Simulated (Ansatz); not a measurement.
Starting cell, AlBO₃ (space group R-3c):

```
AlBO3
1.0
    2.21901     1.28115     4.52168
   -2.21901     1.28115     4.52168
    0.00000    -2.56230     4.52168
Al B O
2 2 6
Direct
  0.50000   0.50000   0.50000
  0.00000   0.00000   0.00000
  0.75000   0.75000   0.75000
  0.25000   0.25000   0.25000
  0.75000   0.44083   0.05917
  0.25000   0.55917   0.94083
  0.05917   0.75000   0.44083
  0.94083   0.25000   0.55917
  0.44083   0.05917   0.75000
  0.55917   0.94083   0.25000
```

A phonon eigenvector at Γ is frozen into this cell: atom i moves by Q times the vector below, so Q is the largest atomic displacement, in Å. The cell is held. It is one choice among 2 degenerate patterns.

```tsv
atom	x	y	z
B3	0.000	-0.199	0.000
B4	0.000	0.199	0.000
O5	0.011	-0.167	0.494
O6	-0.011	0.167	-0.494
O7	-0.011	-0.167	0.494
O8	0.011	0.167	-0.494
O9	0.000	-0.148	-0.989
O10	0.000	0.148	0.989
```

Atoms not listed stay in place.

Computed with LDA (plane waves to 420 eV, PAW, scalar-relativistic; Ansatz, an electronic-structure program). k mesh 9×9×9 (Γ-centred), Fermi-Dirac smearing 0.05 eV. The energy includes the smearing's −TS. AlBO3 was relaxed with its symmetry unable to fall. ΔE is measured from the undisplaced structure.

The scan covers Q from -0.100 to 0.100 Å in 13 points.

Is the energy the same for equal positive and negative displacements?

Even: the same for both signs.

Which space group does the distorted structure have?

P-1 (No. 2), lowered from R-3c.

Is this a single well or a double well?

A single well with its minimum at or next to zero displacement.

What is the energy change at Q = 0.100 Å?

187.6 meV/cell.

What harmonic wavenumber does the curvature at Q = 0 give?

449 cm⁻¹.

(For displaced atoms, the force is minus the slope of the energy, and its curvature is a force constant, which sets phonon frequencies.)
